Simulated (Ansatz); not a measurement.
Zr5Sn3Se:
```cif
data_Se2Sn6Zr10
_chemical_formula_sum 'Zr10 Sn6 Se2'
_space_group_name_H-M_alt 'P63/mcm'
_space_group_IT_number 193
_space_group_name_Hall '-P 6c 2'
_cell_length_a 8.62117
_cell_length_b 8.62117
_cell_length_c 6.05492
_cell_angle_alpha 90.000
_cell_angle_beta 90.000
_cell_angle_gamma 120.000
loop_
_atom_site_label
_atom_site_type_symbol
_atom_site_symmetry_multiplicity
_atom_site_Wyckoff_symbol
_atom_site_fract_x
_atom_site_fract_y
_atom_site_fract_z
_atom_site_occupancy
Zr1 Zr 4 d 0.33333 0.66667 0.00000 1
Zr2 Zr 6 g 0.26269 0.26269 0.25000 1
Sn1 Sn 6 g 0.60389 0.60389 0.25000 1
Se1 Se 2 b 0.00000 0.00000 0.00000 1
```

Relaxed with r²SCAN.

Q: Which orbitals make up the states near the Fermi level in DFT-r²SCAN in the program Ansatz with PAW potentials?

A: Within 0.5 eV of the Fermi level: Zr 4d 87 %, Sn 5p 6 %. Projections are on Löwdin-orthogonalised atomic valence shells; empty p or d shells of many metals are not among them.

Q: Tabulate the density of states.

A: States/eV per cell of 18 atoms, in 0.25 eV bins, energy from the Fermi level.

```csv
E (eV),total,Zr 4d,Sn 5p,Se 4p
-7.85,10.30,2.34,0.54,1.07
-7.60,5.99,1.55,0.31,0.45
-7.35,1.34,0.32,0.06,0.29
-7.10,1.75,0.38,0.06,0.51
-6.85,1.91,0.35,0.06,0.83
-6.60,1.39,0.24,0.05,0.77
-6.35,1.08,0.21,0.10,0.61
-6.10,7.56,1.57,0.97,3.82
-5.85,11.30,2.26,1.16,5.93
-5.60,5.24,1.26,0.32,3.15
-5.35,9.69,2.53,0.32,6.38
-5.10,0.59,0.14,0.02,0.39
-4.85,1.04,0.22,0.26,0.35
-4.60,2.17,0.52,0.70,0.42
-4.35,3.99,1.01,1.58,0.56
-4.10,6.03,1.79,3.06,0.21
-3.85,10.97,3.35,4.92,0.95
-3.60,10.31,3.13,4.47,1.18
-3.35,9.00,3.21,4.09,0.66
-3.10,9.34,3.78,3.94,0.60
-2.85,10.05,4.67,4.10,0.47
-2.60,20.05,9.14,9.10,0.40
-2.35,12.79,5.43,6.00,0.42
-2.10,8.97,3.79,4.02,0.47
-1.85,16.79,8.65,6.16,0.90
-1.60,15.38,9.14,4.94,0.40
-1.35,11.10,6.87,3.28,0.28
-1.10,11.64,9.34,1.32,0.36
-0.85,12.93,11.00,0.89,0.34
-0.60,13.58,11.78,1.01,0.17
-0.35,8.40,7.36,0.53,0.14
-0.10,5.73,5.11,0.29,0.07
0.15,7.00,6.05,0.42,0.13
0.40,12.80,10.82,0.83,0.36
0.65,10.79,9.17,0.67,0.28
0.90,8.42,7.23,0.51,0.16
1.15,12.20,10.54,0.60,0.19
1.40,19.12,16.60,0.79,0.29
1.65,20.22,17.42,0.89,0.28
1.90,18.46,15.57,0.98,0.34
2.15,15.87,13.26,0.93,0.39
2.40,16.22,13.70,0.83,0.41
2.65,21.22,17.29,1.13,0.83
2.90,18.46,13.94,1.27,0.50
3.15,26.74,20.32,1.85,0.48
3.40,20.84,14.46,1.89,0.31
3.65,13.74,8.67,1.77,0.21
3.90,18.90,12.39,2.70,0.28
```

Space group P6_3/mcm. The first step of the workflow began from a Materials Project structure, measured or hypothetical; the Crystallography Open Database copy checked does not list it. Whether it is the stable phase at ambient conditions was not checked. Symmetry was held in the r²SCAN relaxation; its stability against distortions is not shown here. The run is not spin-polarised. Scalar-relativistic: spin–orbit coupling is off unless named, which matters more the heavier the elements.

Potentials: the earlier of the program's two PAW sets.
